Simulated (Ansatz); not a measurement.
GeRh₂ in space group Pnma (No. 62; Ge on 4c, Rh on 4c, Rh on 4c) under volume change, plane-wave PAW PBEsol (Ansatz code), shape and atoms relaxed at each volume.

```csv
V (Å³/atom),E − E(relaxed) (meV/atom),P (GPa)
12.456,?,?
12.867,40.4,16.81
13.277,?,?
13.688,0.0,0.00
14.099,8.4,-6.33
14.509,31.5,-11.57
14.920,66.9,-15.88
```

Some entries are withheld; supply them.


- 13.277, E − E(relaxed) (meV/atom): 9.5
- 13.277, P (GPa): 7.63
- 12.456, E − E(relaxed) (meV/atom): 97.2
- 12.456, P (GPa): 27.85

What does a third-order Birch–Murnaghan fit give for V₀, B₀ and B′?

V₀ = 13.69 Å³/atom, B₀ = 231 GPa, B′ = 5.2.

The workflow started from an entry of the Crystallography Open Database (COD). Its standing as an ambient phase is unchecked. The PBEsol relaxation kept the symmetry of its start; whether a distortion lowers the energy is not shown. No spin polarisation was allowed.

Potentials: the later of the program's two PAW sets.
